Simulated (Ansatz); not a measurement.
Data:

ScGeO$_{3}$:
```
ScGeO3
1.0
    3.61405     0.00000     0.00000
    0.00000     3.61405     0.00000
    0.00000     0.00000     4.98679
Sc Ge O
1 1 3
Direct
  0.50000   0.50000   0.61558
  0.00000   0.00000   0.22759
  0.00000   0.50000   0.42387
  0.50000   0.00000   0.42387
  0.50000   0.50000   0.99929
```

This is the r²SCAN-relaxed structure.

### Question
All from DFT-r²SCAN in the program Ansatz with PAW potentials, unless another level is named. Give the electronic character.

### Answer
metallic (no gap).

### Question
What about the density of states at the Fermi level?

### Answer
0.32 states/eV per atom (mean over ±0.08 eV).

### Question
Next, the formation energy from the elements (no fitted shifts)?

### Answer
-2.00 eV/atom.

Space group P4mm. The start of the workflow was typed in or built on a structure type; neither database checked (COD, Materials Project) lists it. Whether it is the stable phase at ambient conditions was not checked. The r²SCAN relaxation kept the symmetry of its start; its stability against distortions is not shown here. No spin polarisation was allowed. With an odd number of electrons in the cell and no spin polarisation, the count alone makes it a metal. The references are the lowest solids computed at this level, not always the standard phases (solids in place of the gases). Spin–orbit coupling is left out wherever it is not named.

Potentials: the earlier of the program's two PAW sets. The files were generated under PBE; for other functionals the program regenerates the frozen cores, and for LDA and PBEsol the local potential too.
